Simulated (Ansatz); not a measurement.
Starting cell, GaN (wurtzite):

```
CELL_PARAMETERS angstrom
      6.43675     0.00000     0.00000
     -1.60919     2.78720     0.00000
      0.00000     0.00000     5.24320
ATOMIC_POSITIONS crystal
  Ga 0.33333 0.33333 0.00096
  Ga 0.83333 0.33333 0.00096
  Ga 0.16667 0.66667 0.50096
  Ga 0.66667 0.66667 0.50096
  N  0.33333 0.33333 0.62424
  N  0.83333 0.33333 0.62424
  N  0.16667 0.66667 0.12424
  N  0.66667 0.66667 0.12424
```

A phonon eigenvector at M = (0.5, 0.0, 0.0) is frozen into this cell: atom i moves by Q times the vector below, so Q is the largest atomic displacement, in Å. The cell is held. (q is in reciprocal vectors of the primitive cell; the cell shown is doubled to hold the pattern.)

```
atom       x       y       z
----  ------  ------  ------
Ga1    0.809   0.467  -0.358
Ga2   -0.809  -0.467   0.358
Ga3    0.809   0.467   0.358
Ga4   -0.809  -0.467  -0.358
N5     0.137   0.079   0.155
N6    -0.137  -0.079  -0.155
N7     0.137   0.079  -0.155
N8    -0.137  -0.079   0.155
```

All values below come from PBE (plane waves to 420 eV, PAW, scalar-relativistic; Ansatz, a quantum-chemistry and plane-wave program). k mesh 6×12×6 (Γ-centred), Fermi-Dirac smearing 0.05 eV. GaN was relaxed with its symmetry unable to fall.

At one point of the scan the forces (eV/Å) are:

```json
[
 {"atom": "Ga1", "Fx": "2.423", "Fy": "1.399", "Fz": "-1.226"},
 {"atom": "Ga2", "Fx": "-2.862", "Fy": "-1.653", "Fz": "0.985"},
 {"atom": "Ga3", "Fx": "2.862", "Fy": "1.653", "Fz": "0.985"},
 {"atom": "Ga4", "Fx": "-2.423", "Fy": "-1.399", "Fz": "-1.226"},
 {"atom": "N5", "Fx": "-0.186", "Fy": "-0.107", "Fz": "0.179"},
 {"atom": "N6", "Fx": "-0.468", "Fy": "-0.270", "Fz": "0.063"},
 {"atom": "N7", "Fx": "0.468", "Fy": "0.270", "Fz": "0.063"},
 {"atom": "N8", "Fx": "0.186", "Fy": "0.107", "Fz": "0.179"}
]
```

Which point is it?
A) Q = -0.233 Å
B) Q = -0.187 Å
C) Q = -0.140 Å
D) Q = -0.093 Å

C, Q = -0.140 Å

(A displaced cell: forces are minus the slopes of the energy, force constants its curvatures, and phonons follow from these.)
